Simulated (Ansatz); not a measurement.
MoSe (NiAs-type structure)

The computed numbers are results of PBE, scalar-relativistic (collinear spin) in the plane-wave PAW code Ansatz at 420 eV, Γ-centred 10×10×6 mesh, 0.05 eV Gaussian smearing. The datasets are Ansatz's generated set soft_2.

```
CELL_PARAMETERS angstrom
4.07308 0.00000 0.00000
-2.03654 3.52739 0.00000
0.00000 0.00000 5.09853
ATOMIC_POSITIONS crystal
Mo 0.00000 0.00000 0.00000
Mo 0.00000 0.00000 0.50000
Se 0.33333 0.66667 0.25000
Se 0.66667 0.33333 0.75000
```

The start was a prototype's sites filled with these elements, not a measured cell.

Magnetic state: non-magnetic, site spin moments none.

The cell above was scaled in volume, and shape and atoms were relaxed at each volume within its symmetry. Energies are counted from the cell above.

Cell and atoms are those of this level's equilibrium.

```json
{"V (Å³/atom)": "17.306", "ΔE (meV/atom)": "27.14", "P from the stress (GPa)": "9.10"}
{"V (Å³/atom)": "17.581", "ΔE (meV/atom)": "13.90", "P from the stress (GPa)": "6.34"}
{"V (Å³/atom)": "17.947", "ΔE (meV/atom)": "3.31", "P from the stress (GPa)": "2.99"}
{"V (Å³/atom)": "18.313", "ΔE (meV/atom)": "0.00", "P from the stress (GPa)": "0.00"}
{"V (Å³/atom)": "18.679", "ΔE (meV/atom)": "3.15", "P from the stress (GPa)": "-2.64"}
{"V (Å³/atom)": "19.046", "ΔE (meV/atom)": "11.88", "P from the stress (GPa)": "-4.97"}
{"V (Å³/atom)": "19.595", "ΔE (meV/atom)": "34.19", "P from the stress (GPa)": "-7.99"}
{"V (Å³/atom)": "20.144", "ΔE (meV/atom)": "66.07", "P from the stress (GPa)": "-10.53"}
```

Q: Do the energies and the pressures agree? Compare −ΔE/ΔV between neighbouring points (1 meV/Å³ = 0.1602 GPa) with the mean of their pressures.

A: 
| interval (Å³/atom) | −ΔE/ΔV (GPa) | mean P (GPa) |
| --- | --- | --- |
| 17.31 to 17.58 | 7.7 | 7.7 |
| 17.58 to 17.95 | 4.6 | 4.7 |
| 17.95 to 18.31 | 1.4 | 1.5 |
| 18.31 to 18.68 | -1.4 | -1.3 |
| 18.68 to 19.05 | -3.8 | -3.8 |
| 19.05 to 19.60 | -6.5 | -6.5 |
| 19.60 to 20.14 | -9.3 | -9.3 |
They differ by 0.06 GPa at most.

Q: What do the two routes give for V0, B0 and B0′?

A: A third-order Birch–Murnaghan fit of the energies: V0 = 18.31 Å³/atom, B0 = 140 GPa, B0′ = 5.1. A polynomial of P in ln V, with B = −dP/d ln V at P = 0: V0 = 18.31 Å³/atom, B0 = 140 GPa, B0′ = 4.9.

B0·V0 = 140.0 GPa × 18.31 Å³ = 16.01 eV/atom sets the scale: near the minimum ΔE ≈ ½ B0 V0 x², with x = V/V0 − 1, and a pressure of 1.4 GPa squeezes the volume by about 1 %. At the ends of the curve: x = −5.5 % predicts 24.2 meV/atom and the run gives 27.1; x = +10.0 % predicts 80.1 meV/atom and the run gives 66.1. The curve is steeper than the parabola on the compressed side and flatter on the expanded side: the bulk modulus rises with pressure. The run is a metal.
